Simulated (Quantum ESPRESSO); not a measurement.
Space group C2/m (No. 12); a = 6.653 Å, b = 8.389 Å, c = 4.558 Å, α = γ = 90.00°, β = 104.75°

```csv
atom,site,symmetry,x,y,z
O,8j,1,0.2781,0.3479,0.2771
O,4i,m,0.3801,0.0000,0.2128
O,2a,2/m,0.0000,0.0000,0.0000
P,4i,m,0.2854,0.5000,0.0929
Zn,4h,2,0.5000,0.1907,0.5000
```
(The calculation used a cell of 11 atoms; values per cell refer to that cell.)

The geometry is that of Materials Project entry mp-551741, symmetrised and not relaxed again.

**Question.** What does LDA (pw.x of Quantum ESPRESSO, ONCV potentials, no spin-orbit coupling) give for the electronic structure near the Fermi level?

**Answer.** The LDA gap is indirect, 3.60 eV, from Z to Γ; the smallest direct gap is 4.08 eV. 

The structure is a Materials Project entry; no match was found in the copy of COD used, and its stability was not checked.
